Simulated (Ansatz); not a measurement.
Si₂W:
```yaml
crystal:
  lattice:
    - [0.00000, 3.93455, 4.45970]
    - [2.27860, 0.00000, 4.45970]
    - [2.27860, 3.93455, 0.00000]
  atoms:
    - { symbol: Si, position: [0.66407, 0.33593, 0.66407] }
    - { symbol: Si, position: [0.33593, 0.66407, 0.33593] }
    - { symbol: Si, position: [0.58593, 0.91407, 0.58593] }
    - { symbol: Si, position: [0.91407, 0.58593, 0.91407] }
    - { symbol: W, position: [0.00000, 0.00000, 0.00000] }
    - { symbol: W, position: [0.25000, 0.25000, 0.25000] }
```

Relaxed with PBEsol. Special points in fractions of this cell's reciprocal vectors: Γ (0.000, 0.000, 0.000); Y (0.500, 0.000, 0.500); T (1.000, 0.500, 0.500); Z (0.500, 0.500, 0.000); Σ0 (0.000, 0.399, 0.399); U0 (1.000, 0.601, 0.601); C0 (0.500, 0.231, 0.731); A0 (0.500, 0.769, 0.269); L (0.500, 0.500, 0.500).

Question: List the band energies nearest the Fermi level at these points for DFT-PBEsol in the program Ansatz with PAW potentials.

Answer: In eV from the Fermi level; about four levels below and three above (degenerate sets whole), none deeper than 8.9 eV; points with the same levels are listed once.

| k | below | above |
|---|---|---|
| Γ | -3.35 -2.51 -2.34 -2.13 | 0.43 1.16 2.62 |
| Y | -2.85 -2.85 -0.34 -0.34 | 2.34 2.34 3.24 3.24 |
| T | -2.49 -2.49 -1.36 -1.36 | 1.40 1.40 2.93 2.93 |
| Z | -2.22 -2.22 -1.72 -1.72 | 2.73 2.73 2.81 2.81 |
| Σ0 | -2.01 -1.80 -1.21 -1.10 | 0.37 1.91 2.71 |
| C0 | -2.79 -2.79 -0.23 -0.23 | 0.95 0.95 2.24 2.24 |
| L | -3.03 -2.25 -1.83 -0.59 | 0.07 0.25 1.42 |

Space group Fddd. The cell is a constructed one: a structure type filled with these elements; neither database checked (COD, Materials Project) lists it. It is not the phase usual at ambient conditions (space group No. 139). The cell was relaxed with PBEsol under the symmetry of its start; its stability against distortions is not shown here. No spin polarisation was allowed. Spin–orbit coupling is left out wherever it is not named.

Potentials: the earlier of the program's two PAW sets. The files were generated under PBE; for other functionals the program regenerates the frozen cores, and for LDA and PBEsol the local potential too.
